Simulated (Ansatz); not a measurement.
Given:

SiW:
```
SiW
1.0
    0.00000     2.49003     2.49003
    2.49003     0.00000     2.49003
    2.49003     2.49003     0.00000
Si W
1 1
Direct
  0.00000   0.00000   0.00000
  0.50000   0.50000   0.50000
```

This is the PBEsol-relaxed structure.

Task: All from DFT-PBEsol in the program Ansatz with PAW potentials, unless another level is named. Give the highest zone-centre frequency.

Result: 351 cm⁻¹.

Task: Next, the bulk modulus (Birch–Murnaghan fit)?

Result: 201 GPa.

Task: Predict the elastic constants (relaxed ions, GPa).

Result: C11 = 472, C12 = 65.9, C44 = -6.2.

Space group Fm-3m (rock salt). A made-up cell: these elements were put on the sites of a structure type; neither database checked (COD, Materials Project) lists it. Whether it is the stable phase at ambient conditions was not checked. The cell was relaxed with PBEsol under the symmetry of its start. At this level the phase is mechanically unstable. No spin polarisation was allowed. As this level gives no gap, shear constants depend on the k-mesh and smearing (Fermi–Dirac, 0.1 eV here). As this level gives no gap, phonon frequencies hold no LO–TO term and depend on the k-mesh and smearing (Fermi–Dirac, 0.1 eV here). Spin–orbit coupling is left out wherever it is not named.

Potentials: the later of the program's two PAW sets.
